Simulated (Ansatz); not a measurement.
The geometry is COD entry 1522700, unchecked; take it as a test cell. The listed cell was then made from it by scaling, straining or moving an atom.

An input for ZrHg₃: DFT, PBEsol, all-electron PAW with datasets made for the crystal, scalar-relativistic (Ansatz 0.2.0).

Command: `ansatz run input.yaml --threads 1 --pin off --max-ram 4096MiB --backend cpu --events-out ev --progress --plain --runs-dir out` The run took 48 s on 1 thread of Arm Neoverse V1 (shared host), peak memory 0.87 GiB.

```yaml
crystal:
  lattice:
    - [4.3652, 0.0, 0.0]
    - [0.0, 4.3652, 0.0]
    - [0.0, 0.0, 4.452504]
  atoms:
    - { symbol: Zr, position: [0.0, 0.0, 0.0] }
    - { symbol: Hg, position: [0.0, 0.5, 0.5] }
    - { symbol: Hg, position: [0.5, 0.0, 0.5] }
    - { symbol: Hg, position: [0.5, 0.5, 0.0] }
kpoints:
  mp_grid: { grid: [8, 8, 8] }
scf:
  occupations: { method: fermi_dirac, width: 0.05 }
hamiltonian:
  xc: pbesol
  pseudopotentials: { kind: all_electron, datasets: crystal }
output:
  forces: true
  stress: true
  eigenvalues: true
  efg: { contact_densities: true }
```

The results part of the log:

```
SCF 1 converged in 11 iterations: F = -1698926.022110 eV  dr2 = 2.54e-8
  Residual-converged pass: ⟨swp⟩=3.1  Hψ=6512  notcnv=0  max |occ|·‖R‖ = 6.6e-6 eV (tolerance 6.7e-6 eV)  dr2=2.54e-8  dr2_onsite=2.19e-8  max |Δocc| = 4.7e-10
  greatest PAW one-centre occupation: 1.000 electrons in one spin orbital (limit 2), on the Hg atom at site 3 (counted from 0), in its partial waves of l = 0
SCF converged after 11 iterations
Free energy (F): -1698926.022110 eV
Harris-Foulkes:  -1698926.022110 eV  (|F-HF|=3.19e-8)
Internal energy: -1698925.990685 eV  (E = F + TS)
E sigma→0 (E₀):  -1698926.006398 eV
Entropy (-TS):   -0.031425 eV (-7.856 meV/atom)
Past the cutoff: the bands carry plane waves up to 1.75 times it, of which those up to 1.5 times it add -0.000385 eV an atom, each by itself; the spheres take 0.000521 eV an atom off the energy for waves past 1.75 times it
By the cutoff:   a pressure is off by up to 0.009 GPa (1.2 times the spheres' own share and the shells' term, over an atom's volume, and 0.004 GPa: a bound that held against runs at twice the plane waves)
Past the cutoffs: a stress includes 0.0002 GPa for waves and charges beyond them, in addition to the slope of what the spheres take
In the spheres:  the bands' charges fall short by 1.1e-6 e at most (sound up to 1e-3)
Fermi energy:    19.678497 eV
--- Per-component energies (eV) ---
  The terms above E_closure are by the made datasets' own strengths, without shells solved beside the bands.
--- Forces (eV/Å), atoms counted from 1 ---
  atom   1  Zr    -0.00000000     0.00000000     0.00000000
  atom   2  Hg    -0.00000000     0.00000000     0.00000000
  atom   3  Hg    -0.00000000     0.00000000     0.00000000
  atom   4  Hg     0.00000000     0.00000000     0.00000000
  max |Σ_I F_I| component: 2.54e-28 eV/Å
--- Stress (GPa, compression-positive) ---
       -2.083029       0.000000       0.000000
        0.000000      -2.083029       0.000000
        0.000000       0.000000      -2.204462
  P = ⅓ Tr σ = -2.1235 GPa (-21.235 kbar)
--- PAW observables at the nuclei: V_zz in 10²¹ V/m², potentials from the cell's mean, atoms counted from 1 ---
  atom   1  Zr V_zz =    +0.424823   η = 0.0000   by run symmetry: allowed
            electrostatic potential = -5929.490214 V   contact ρ = 489762.429381 e/Å³
  atom   2  Hg V_zz =   +19.368355   η = 0.1703   by run symmetry: allowed
            electrostatic potential = -16794.294142 V   contact ρ = 14102780.968728 e/Å³
  atom   3  Hg V_zz =   +19.368355   η = 0.1703   by run symmetry: allowed
            electrostatic potential = -16794.294142 V   contact ρ = 14102780.968721 e/Å³
  atom   4  Hg V_zz =   +17.542435   η = 0.0000   by run symmetry: allowed
            electrostatic potential = -16794.297885 V   contact ρ = 14102787.151056 e/Å³
--- Band table (eV; the first three rows and the last of 75) ---
  k-point 0: bands = ["-95.4129", "-95.4110", "-95.4096", "-43.8117", "-43.8117", "-43.8066", "-43.7959", "-43.7959", "-43.7921", "-43.7633", "-43.7633", "-43.7569", "-29.5806", "-7.6193", "-7.6049", "-7.6049", "10.2752", "11.3852", "11.4774", "11.5054", "11.5054", "11.5939", "11.6305", "12.6861", "12.7502", "12.7502", "13.3189", "13.3861", "13.7613", "13.9635", "13.9635", "14.0227", "18.6273", "18.8656", "19.5724", "19.8377", "19.8377", "21.7774", "21.7774", "21.8562"]
  k-point 1: bands = ["-95.4128", "-95.4110", "-95.4096", "-43.8111", "-43.8111", "-43.8054", "-43.7959", "-43.7959", "-43.7921", "-43.7638", "-43.7638", "-43.7581", "-29.5805", "-7.6232", "-7.6052", "-7.6052", "10.4163", "11.4480", "11.5039", "11.5679", "11.5679", "11.6340", "11.7071", "12.6552", "12.7658", "12.7658", "13.2661", "13.3878", "13.7078", "13.8307", "13.8307", "14.0228", "17.4925", "18.9122", "19.7744", "19.7744", "20.2445", "21.8369", "21.9284", "21.9284"]
  k-point 2: bands = ["-95.4127", "-95.4110", "-95.4097", "-43.8096", "-43.8096", "-43.8025", "-43.7962", "-43.7962", "-43.7922", "-43.7651", "-43.7651", "-43.7611", "-29.5802", "-7.6324", "-7.6058", "-7.6058", "10.8093", "11.5746", "11.6130", "11.7502", "11.7502", "11.7604", "11.9189", "12.5739", "12.7967", "12.7967", "13.1267", "13.3796", "13.4991", "13.4991", "13.5644", "14.0230", "15.9158", "19.0613", "19.5688", "19.5688", "20.7085", "21.7913", "21.8364", "22.4557"]
  k-point 74: bands = ["-95.4118", "-95.4118", "-95.4098", "-43.8180", "-43.8115", "-43.8115", "-43.8045", "-43.7823", "-43.7802", "-43.7802", "-43.7564", "-43.7537", "-29.5788", "-7.6330", "-7.6234", "-7.6234", "11.3669", "11.3669", "11.3677", "11.5184", "12.2895", "12.2895", "12.3631", "12.8005", "12.8028", "12.8028", "12.9281", "12.9973", "13.7816", "13.8150", "13.8150", "16.9262", "17.0377", "17.0377", "17.5429", "18.4014", "18.4680", "18.4680", "21.8628", "21.8954"]
```
